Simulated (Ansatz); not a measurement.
# Nuclear-site quantities of Li as the cell is scaled

```xyz
3
Lattice="1.5505 0.8952 7.5883 -1.5505 0.8952 7.5883 0.0000 -1.7904 7.5883" Properties=species:S:1:pos:R:3 pbc="T T T"
Li    0.0000    0.0000    0.0000
Li    0.0000    0.0000    5.0538
Li    0.0000    0.0000   17.7111
```

Atom numbers follow the list: Li1, Li2, Li3.

Structure: COD 9017802, as refined from experiment and not relaxed.

All numbers below come from DFT, LDA, all-electron PAW with datasets made for the crystal, scalar-relativistic in Ansatz 0.2.0.

The runs use a Γ-centred 12×12×12 k mesh, Fermi–Dirac smearing of 0.08 eV, cutoff 100 eV (chosen by the program for this cell), no spin polarisation.

The contact density is the mean electron density over the nuclear volume; its changes follow the s electrons' response to bonding and compression. Changes below are taken from the unscaled cell, where it is 91.6472 e/Å³ at Li1, 91.6491 e/Å³ at Li2.

```csv
V/V(cell),P (GPa),Δρ(0) Li1 (e/Å³),Δρ(0) Li2 (e/Å³)
0.9400,-0.6,0.03,0.03
0.9600,-0.9,0.02,0.02
0.9800,-1.1,0.01,0.01
0.9900,-1.2,0.00,0.00
1.0000,-1.3,0.00,0.00
1.0100,-1.4,0.00,0.00
1.0200,-1.5,-0.01,-0.01
1.0400,-1.7,-0.02,-0.02
1.0600,-1.9,-0.03,-0.03
```

The datasets are made afresh for each cell, so very small changes are uncertain.
